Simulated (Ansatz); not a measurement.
ZnAg in space group P-6m2 (No. 187; Zn on 1a, Ag on 1d), the program Ansatz at the r²SCAN level (PAW), all energies at zero smearing, with the estimated change up to a 700 eV cutoff added, with one set of potentials and settings (totals compare only within such a set). Cell of 2 atoms (1 Zn, 1 Ag): -10929.658 eV.

| element | reference phase | E (eV/atom) |
|---|---|---|
| Zn | P6_3/mmc, 2 atoms in the cell | -3325.6729 |
| Ag | R-3m, 3 atoms in the cell | -7603.9440 |

Formation energy per atom, worked out: (-10929.658 − 1×(-3325.6729) − 1×(-7603.9440))/2 = -0.020 eV/atom (-2 kJ per mol of atoms), at 0 K, without zero-point energy or fitted corrections.

The workflow started from a Materials Project entry (that database holds measured and hypothetical structures alike); the Crystallography Open Database copy checked does not list it. COD files the formula under space group No. 221. With Zn and Ag taken as one species the cell has the higher symmetry P6_3/mmc, so it may be an ordered model of a mixed-site phase. Its standing as an ambient phase is unchecked. The r²SCAN relaxation kept the symmetry of its start; whether a distortion lowers the energy is not shown. The run is not spin-polarised. The references are the lowest solids computed at this level, not always the standard phases.

Potentials: the later of the program's two PAW sets.
